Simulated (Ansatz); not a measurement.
**SbPt: computed property card**

SbPt (CsCl type, Pm-3m), a = b = c = 3.374 Å, α = β = γ = 90.00°.

Space group Pm-3m (No. 221), CsCl type; conventional cell a = b = c = 3.374 Å, α = β = γ = 90.00°.

Method: the program Ansatz at the PBEsol level (PAW). Geometry: relaxed at this level of theory. Other levels are named where they apply.

**Cell and energy**

```
Quantity                                                       Result
-----------------------------------------------------  --------------
Volume per atom                                              19.20 Å³
Density                                                   13.70 g/cm³
Formation energy from the elements (no fitted shifts)  -0.075 eV/atom
```

**Electronic structure**

```
Quantity                                                                     Value
------------------------------------  --------------------------------------------
Electronic character                                             metallic (no gap)
Density of states at the Fermi level  0.48 states/eV per atom (mean over ±0.08 eV)
Gap with spin–orbit coupling                                       none (metallic)
```

**Mechanics**

```
Property                                                               Result
-------------------------------------  --------------------------------------
Bulk modulus (Birch–Murnaghan fit)                                    146 GPa
Pressure derivative B′                                                    4.6
Elastic constants (relaxed ions, GPa)        C11 = 144, C12 = 147, C44 = 27.9
Mechanical stability                   unstable (C has a negative eigenvalue)
```

**Phonons**

```
Property                                       Result
-----------------------------  ----------------------
Highest zone-centre frequency                 42 cm⁻¹
Zone-centre stability          no imaginary mode at Γ
```

A made-up cell: these elements were put on the sites of a structure type; neither database checked (COD, Materials Project) lists it. COD files the formula under space group No. 194. Its standing as an ambient phase is unchecked. The PBEsol relaxation kept the symmetry of its start. No spin polarisation was allowed. As this level gives no gap, shear constants depend on the k-mesh and smearing (Fermi–Dirac, 0.1 eV here). As this level gives no gap, phonon frequencies hold no LO–TO term and depend on the k-mesh and smearing (Fermi–Dirac, 0.1 eV here). The references are the lowest solids computed at this level, not always the standard phases. Scalar-relativistic: spin–orbit coupling is off unless named, which matters more the heavier the elements.

Potentials: the earlier of the program's two PAW sets. The files were generated under PBE; for other functionals the program regenerates the frozen cores, and for LDA and PBEsol the local potential too.
